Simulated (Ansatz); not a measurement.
# Debugging a calculation of TeAs2

Intended: TeAs2, PBEsol, plane waves and PAW in Ansatz. The input:

```yaml
crystal:
  lattice:
    - [-3.556454, 3.556454, 2.940516]
    - [3.556454, -3.556454, 2.940516]
    - [3.556454, 3.556454, -2.940516]
  atoms:
    - { symbol: Te, position: [0.7729015686, 0.2506032011, 0.5276205301] }
    - { symbol: Te, position: [-0.0578767626, -0.0110078733, -0.0526460655] }
    - { symbol: As, position: [0.4023728979, 0.6425821487, 0.2469782346] }
    - { symbol: As, position: [0.3704021573, 0.1300085854, 0.7503536915] }
    - { symbol: As, position: [0.3957829582, 0.6372015018, 0.7575952304] }
    - { symbol: As, position: [0.8491230364, 0.5993286864, 0.2385700012] }
basis:
  ecutwfc: 420
kpoints:
  mp_grid: { grid: [4, 4, 4] }
hamiltonian:
  xc: pbesol
scf:
  occupations: { method: gaussian, width: 0.1 }
output:
  forces: true
  stress: true
  eigenvalues: true
relax:
  adjacent_minimum: "off"
  f_tol: 0.005
  max_steps: 1
  cell: { stress_tol: 0.05 }
```

Command:

```bash
ansatz run input.yaml --threads 1 --pin off --max-ram 2560MiB --backend cpu --events-out ev --progress --plain --runs-dir out
```

From the log (HF is the Harris–Foulkes energy, dr2 the density residual in eV):

```text
Pseudopotential: Te, paw, valence charge 16, recommended cutoff 420 eV (normal)
Pseudopotential: As, paw, valence charge 15, recommended cutoff 420 eV (normal)
Crystal: 6 atoms, lattice volume = 148.771 Å³
Basis set: ecut = 420 eV, 2893 PW (Γ), exchange–correlation on 80×80×80 points (8 copies of the dense FFT grid, shifted against one another)
Bands: 56, of which v1, the nominal top of the filled ones, is band 46 counted from 1 (45 counted from 0)
Symmetry: 1 space group operations
Space group: P1 (ITA 1), of the structure as read, at distance tolerance 5.3e-5 Å
k-points: 36 of 64 (time reversal used)
PAW frozen core: Te, regenerated for the run's functional, and the local potential with it (the file was generated under x = pbe(κ = 0.804, μ = 0.2195), c = pbe(β = 0.0667))
PAW frozen core: As, regenerated for the run's functional, and the local potential with it (the file was generated under x = pbe(κ = 0.804, μ = 0.2195), c = pbe(β = 0.0667))
Initial density: superposition of atomic densities, corrected by the library's trained network
SCF iter   1: HF=-33053.619886 eV  Δρ=3.93e-3  dr2=6.25e-2
SCF iter   2: HF=-33053.606693 eV  Δρ=2.31e-3  dr2=2.08e-2
SCF iter   3: HF=-33053.602100 eV  Δρ=5.62e-4  dr2=5.63e-4
SCF iter   4: HF=-33053.601867 eV  Δρ=2.56e-4  dr2=1.77e-4
   ...
SCF iter  10: HF=-33053.601752 eV  Δρ=6.98e-7  dr2=1.18e-9
SCF iter  11: HF=-33053.601752 eV  Δρ=2.75e-7  dr2=2.29e-10
SCF iter  12: F=-33053.601752 eV  HF=-33053.601752 eV  Δρ=1.08e-7  dr2=4.30e-11
SCF 1 converged in 12 iterations: F = -33053.601752 eV  dr2 = 4.30e-11
relax step   1: F+E_penalty+E_count = -33053.60175204 eV  Δ(F+E_penalty+E_count) = +0.000e0 eV  max|allowed force component| = 1.519e0 eV/Å  Δτ_max = 0.0000 Å  P = -2.341 GPa  Ω = 148.771 Å³  (12 SCF iters, accepted)
Step failed. What follows is not a result of the run: it is the report of the last solve that finished, which converged after 12 SCF iterations.
Free energy (F): -33053.601752 eV
E sigma→0 (E₀):  -33053.595070 eV
Entropy (-TS):   -0.013364 eV (-2.227 meV/atom)
Fermi energy:    9.963381 eV
--- Forces (eV/Å), atoms counted from 1 ---
  atom   1  Te     0.03175645    -0.68875291    -0.10597938
  atom   2  Te     0.06045349     1.51943252     1.21496652
  atom   3  As    -0.57591355     0.31917621     0.48609016
  atom   4  As     0.17622526     0.22772450     0.37260451
  atom   5  As     0.06881130    -0.68198528    -1.24755253
  atom   6  As     0.23866712    -0.69559505    -0.72012936
--- Stress (GPa, compression-positive) ---
       -3.472398       0.154231      -0.089421
        0.154231      -2.032173       3.720427
       -0.089421       3.720427      -1.517896
  P = ⅓ Tr σ = -2.3408 GPa (-23.408 kbar)
```

Task: Name the fault and the cure.

Result: The fault is a relaxation cut at too few steps. Forces or stress still stood over their tolerances at the last step allowed. The cure is more steps.

Mended input, as a difference:

```diff
 relax:
-  max_steps: 1
+  max_steps: 100
```

The mended run converges, with a largest force of 0.004 eV/Å, no gap.

Time of the mended run: 8.2 min on 1 thread of Oxide Virtual Turin-like Processor (Zen 5), with other jobs on the host, peak memory 0.57 GiB.